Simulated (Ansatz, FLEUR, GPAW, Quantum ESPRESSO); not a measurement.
## Fitting the PBEsol energy curve of Sn3Te

Symmetry: Pm-3m, No. 221, cubic system. Conventional cell: a = 4.866 Å, b = 4.866 Å, c = 4.866 Å, α = 90.00°, β = 90.00°, γ = 90.00°. Te (site symmetry m-3m) is surrounded by 12 Sn at 3.44 Å. Sn (site symmetry 4/mmm) has 4 Te at 3.44 Å and 8 Sn at 3.44 Å as nearest neighbours.

The cell comes from a database or a generator and needn't be the stable form of this composition.

The cell was scaled at fixed shape and fractions and run with Quantum ESPRESSO, GBRV 1.5 PBEsol, cutoff 925 eV; PBEsol, k mesh 6 × 6 × 6 on the cell of 4 atoms, fermi-dirac occupations of 0.05 eV, no spin polarisation, no spin-orbit coupling. Energies are those that the program minimises, any entropy of the smearing included. For a metal such a mesh isn't converged to the digits shown.

| V (Å³/atom) | energy over the lowest row (meV/atom) |
| --- | --- |
| 27.0697 | 0.00 |
| 27.6456 | 0.54 |
| 28.2216 | 4.63 |
| 28.7975 | 11.97 |
| 29.3735 | ? |
| 29.9494 | 35.04 |
| 30.5254 | 50.19 |

Task: Fit the third-order Birch-Murnaghan form, give V0, B0 and B′, and predict the energy left open.

Result: With y = (V0/V)^(2/3), E = E0 + (9 V0 B0/16) [(y - 1)³ B′ + (y - 1)² (6 - 4y)]. Least squares through the rows shown give V0 = 27.2763 Å³/atom, E0 = -0.25 meV, B0 = 50.66 GPa (1 eV/Å³ = 160.218 GPa) and B′ = 4.14, with a largest miss of 0.02 meV. At V = 29.3735 the form with these constants gives 22.20 meV; the run gave 22.21 meV an atom. Other set-ups at this level, from all their volumes (Å³/atom, GPa): FLEUR, all-electron, FLAPW: V0 27.349, B0 50.28; GPAW, PAW data sets generated for this functional: V0 27.182, B0 49.92; Ansatz, all-electron LAPW, scalar-relativistic: V0 27.335, B0 50.1.
